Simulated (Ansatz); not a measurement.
BP in space group Pm-3n (No. 223; B on 6d, P on 6c), plane-wave PAW r²SCAN (Ansatz code). The conduction-band minimum lies on the Γ–X line, 86 % of the way from Γ, with 6 equivalent valleys. Second derivatives d²E/dk² of the lowest band at one valley (eV·Å²), along Cartesian directions:

```json
[
 {"direction": "[100]", "d²E/dk²": "22.82"},
 {"direction": "[010]", "d²E/dk²": "22.82"},
 {"direction": "[001]", "d²E/dk²": "13.06"},
 {"direction": "[110]", "d²E/dk²": "22.83"},
 {"direction": "[101]", "d²E/dk²": "17.95"},
 {"direction": "[011]", "d²E/dk²": "17.95"}
]
```

### Question
Find the principal effective masses, the density-of-states mass and the conductivity mass.

### Answer
Off-diagonal terms follow from H_xy = H[110] − (H_xx + H_yy)/2, and m*/mₑ = 7.620 eV·Å² over each eigenvalue: 0.33, 0.33, 0.58. One valley's DOS mass (m₁m₂m₃)^(1/3) = 0.40, conductivity mass 3/(Σ 1/mᵢ) = 0.39 mₑ.

### Question
What effective density of states Nc follows at 300 K for parabolic valleys?

### Answer
Nc = 2.509e19 × 6 × (0.40)^(3/2) ≈ 3.8e19 cm⁻³.

The start of the workflow was typed in or built on a structure type; neither database checked (COD, Materials Project) lists it. It is not the phase usual at ambient conditions (space group No. 216). The r²SCAN relaxation kept the symmetry of its start; whether a distortion lowers the energy is not shown.

Potentials: the earlier of the program's two PAW sets.

Edges and masses are those of Kohn–Sham bands, whose gap is no quasiparticle gap.
